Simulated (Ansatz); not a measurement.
**Ti₂O under strain**

All numbers below come from DFT PBEsol, scalar-relativistic, plane waves, PAW (Ansatz). Run with 420 eV cutoff, 24×24×12 k-mesh, Gaussian smearing of 0.10 eV, no spin polarisation.

Starting point, cell and atoms relaxed:

```yaml
crystal:
  lattice:
    - [2.95295, 0.00000, 0.00000]
    - [-1.47648, 2.55733, 0.00000]
    - [0.00000, 0.00000, 4.72373]
  atoms:
    - { symbol: Ti, position: [0.66667, 0.33333, 0.26267] }
    - { symbol: Ti, position: [0.33333, 0.66667, 0.73733] }
    - { symbol: O, position: [0.00000, 0.00000, 0.00000] }
```

Deformation: all cell vectors scaled alike, the atoms relaxed, all within the symmetry that the strain leaves. Energies are extrapolated to zero smearing. Stress is positive in compression, on the Cartesian axes of the cell above.

| strain (%) | ΔE (meV/atom) | a (Å) | b (Å) | c (Å) | σxx (GPa) | σyy (GPa) | σzz (GPa) |
| --- | --- | --- | --- | --- | --- | --- | --- |
| -3.0 | ? | 2.864 | 2.864 | 4.582 | ? | ? | ? |
| -2.0 | ? | 2.894 | 2.894 | 4.629 | ? | ? | ? |
| -1.0 | 6.8 | 2.923 | 2.923 | 4.676 | 6.17 | 6.17 | 6.71 |
| +0.0 | 0.0 | 2.953 | 2.953 | 4.724 | 0.01 | 0.01 | -0.01 |
| +1.0 | 6.4 | 2.982 | 2.982 | 4.771 | -5.39 | -5.39 | -5.83 |
| +2.0 | 24.8 | 3.012 | 3.012 | 4.818 | -10.04 | -10.04 | -10.88 |
| +3.0 | 54.0 | 3.042 | 3.042 | 4.865 | -14.03 | -14.03 | -15.23 |

Q: Fill in the row at -3.0 %.

A: ΔE 65.5 meV/atom; σxx 21.33 GPa; σyy 21.33 GPa; σzz 23.14 GPa.

Q: Fill in the row at -2.0 %.

A: ΔE 28.1 meV/atom; σxx 13.25 GPa; σyy 13.25 GPa; σzz 14.38 GPa.

Cost: 7 runs of about 7.1 core-minutes in all, on Arm Neoverse V2 (shared hosts).